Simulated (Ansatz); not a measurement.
## RbGdS₂ in the NaFeO2-type structure

Computed with Ansatz (plane waves, PAW): PBEsol+U, U_eff = 7.0 eV (Dudarev form) on Gd f, fully localised double counting, collinear spin, scalar-relativistic, 420 eV, PAW set soft_2 (made for PBE), 5×5×5 mesh, Gaussian smearing of 0.05 eV.

```yaml
crystal:
  lattice:
    - [2.07075, 1.19555, 7.51762]
    - [-2.07075, 1.19555, 7.51762]
    - [0.00000, -2.39110, 7.51762]
  atoms:
    - { symbol: Rb, position: [0.50000, 0.50000, 0.50000] }
    - { symbol: Gd, position: [0.00000, 0.00000, 0.00000] }
    - { symbol: S, position: [0.26670, 0.26670, 0.26670] }
    - { symbol: S, position: [0.73330, 0.73330, 0.73330] }
```

The cell is an idealised prototype at the compound's measured volume; the real structure may be a distorted variant.

Cell and atoms stay fixed. Atoms count from 1 in the text and from 0 in parts of the program's output.

Two runs on this cell converged from different starts. The ends of their outputs, energies left out (λ are the eigenvalues of a shell's occupation matrix):

Run A:

```
Magnetization: 3.0000 μB (21.0000 up, 18.0000 down)
Absolute magnetization: 3.8888 μB (∫|ρ↑−ρ↓|, with the PAW one-centre terms)
Per-site moments (μB) at R_I (Å): [(-0.00103, 1.35606), (3.00682, 1.16495), (-0.02010, 1.16495), (-0.02010, 1.16495)]
Fermi energy:    7.137695 eV
--- Forces (eV/Å), atoms counted from 1 ---
  atom   1  Rb     0.00000000     0.00000000     0.00000000
  atom   2  Gd     0.00000000     0.00000000     0.00000000
  atom   3  S      0.00000000    -0.01765926     0.42069122
  atom   4  S      0.00000000     0.01765926    -0.42069122
--- Stress (GPa, compression-positive) ---
       -2.498142       0.000000       0.000000
        0.000000      -2.615532       0.081047
        0.000000       0.080242      -1.351796
  P = ⅓ Tr σ = -2.1552 GPa (-21.552 kbar)
--- Löwdin populations: 4 sites ---
  site symbol       q [e]    m [muB]
     0     Rb      8.2508    -0.0010
     1     Gd     17.3521     3.0490
     2      S      6.6350    -0.0250
     3      S      6.6350    -0.0250
--- Occupation matrices: 1 shell (run DFT+U table (all-electron-ortho-atomic); ε = 2.00e-2, under-converged) ---
  Gd1 f_4F up     Tr n = 5.0250  λ = 0.006 0.021 0.999 0.999 1.000 1.000 1.000
  Gd1 f_4F dn     Tr n = 2.0290  λ = 0.001 0.004 0.004 0.009 0.012 0.999 1.000
```

Run B:

```
Magnetization: 7.0000 μB (23.0000 up, 16.0000 down)
Absolute magnetization: 7.2002 μB (∫|ρ↑−ρ↓|, with the PAW one-centre terms)
Per-site moments (μB) at R_I (Å): [(-0.00197, 1.35606), (6.99517, 1.16495), (-0.04096, 1.16495), (-0.04096, 1.16495)]
Fermi energy:    7.307160 eV
--- Forces (eV/Å), atoms counted from 1 ---
  atom   1  Rb     0.00000000     0.00000000     0.00000000
  atom   2  Gd     0.00000000     0.00000000     0.00000000
  atom   3  S      0.00000000     0.00000000     0.37750466
  atom   4  S      0.00000000     0.00000000    -0.37750466
--- Stress (GPa, compression-positive) ---
       -2.349858       0.000000       0.000000
        0.000000      -2.349858       0.000000
        0.000000       0.000000      -1.160672
  P = ⅓ Tr σ = -1.9535 GPa (-19.535 kbar)
--- Löwdin populations: 4 sites ---
  site symbol       q [e]    m [muB]
     0     Rb      8.2510    -0.0020
     1     Gd     17.3371     7.0958
     2      S      6.6411    -0.0499
     3      S      6.6411    -0.0499
--- Occupation matrices: 1 shell (run DFT+U table (all-electron-ortho-atomic); ε = 3.13e-3) ---
  Gd1 f_4F up     Tr n = 6.9976  λ = 0.999 0.999 1.000 1.000 1.000 1.000 1.000
  Gd1 f_4F dn     Tr n = 0.0287  λ = 0.000 0.002 0.002 0.003 0.006 0.006 0.009
```

Q: Which run lies higher in energy, by how much, and why?

A: Run A, by 1280.1 meV/atom. Run A has a gap of 1.68 eV and a whole-number cell moment of 3 μB, as a collinear insulator must have; run B has a gap of 2.01 eV and a whole-number cell moment of 7 μB, as a collinear insulator must have. Run A kept 4 symmetry operations, run B 12. Flag on run A: occupations loosely converged. On Gd2, N↑ − N↓ is 3.00 in size in run A against 6.97 in run B: with fewer parallel spins, run A lacks part of the exchange energy behind Hund's first rule. With J = 0 the Hubbard energy is (U/2) Σ λ(1 − λ), a penalty on fractional natural occupations. The sums Σ λ(1 − λ) over the cell's shells are 0.03 for run B and 0.06 for run A, which at U/2 = 3.50 eV give 0.11 and 0.21 eV per cell. The two differ by 0.10 eV, within U times the program's tolerance on the occupations (0.02), so the Hubbard term itself makes little of the difference of 5.12 eV per cell, though U shapes both states.

With one Gd ion in the cell, Gd moments can't oppose each other.

In the lower state the fixed cell carries a pressure of -2.0 GPa and forces up to 0.38 eV/Å; relaxing would change energies and could change the order of close states.

Run A started from: random orbitals: single harmonics, lower spin (5+2 electrons), moments Gd2 3.00 μB, occupations held for 12 iterations. Run B started from: typed shells with each spin channel wholly full or empty (7+0 electrons), moments Gd2 7.00 μB, occupations held until the density converged. At this level the cell was started in 6 ways. Run B holds the lowest state found for this cell, which doesn't make it the ground state. Spin–orbit coupling is left out. The value of U was drawn from a range and not derived for this compound; another value can change gaps, moments and the order of states. The program marks an occupation table as loosely converged. Gaps are Kohn–Sham gaps over the k-mesh alone and may be smaller between its points.
